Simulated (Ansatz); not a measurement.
This cell of HfN (rock salt) is off equilibrium:

```yaml
crystal:
  lattice:
    - [0.00000, 2.27401, 2.27401]
    - [2.27401, 0.00000, 2.27401]
    - [2.27401, 2.27401, 0.00000]
  atoms:
    - { symbol: N, position: [0.03958, 0.96042, 0.96042] }
    - { symbol: Hf, position: [0.50000, 0.50000, 0.50000] }
```

Calculation: PBE (plane waves to 420 eV, PAW, scalar-relativistic; Ansatz, a program for electronic structure). k mesh 14×14×14 (Γ-centred), Fermi-Dirac smearing 0.05 eV. The energy includes the smearing's −TS. Compression counts positive. With partly filled bands, energies and forces of such displacements shift with the k mesh and the smearing. HfN is run without spin polarisation. HfN was relaxed with its symmetry unable to fall. Spin-orbit coupling is left out, though Hf is heavy. The PAW data are Ansatz's earlier set.

**Question.** Predict the force on every atom, in eV/Å.

**Answer.** 
```tsv
atom	Fx	Fy	Fz
N1	2.043	0.000	0.000
Hf2	-2.043	0.000	0.000
```

**Question.** What is the stress tensor (GPa)?

**Answer.** 
```
   12.0      0.0      0.0
    0.0      0.2      0.0
    0.0      0.0      0.2
```
The pressure, a third of the trace, is 4.1 GPa.

**Question.** In it atom 1 sits (-0.180, 0.000, 0.000) Å away from its relaxed site. What is its energy relative to the relaxed cell?

**Answer.** 180 meV/cell.

(A displaced cell: forces are minus the slopes of the energy, force constants its curvatures, and phonons follow from these.)
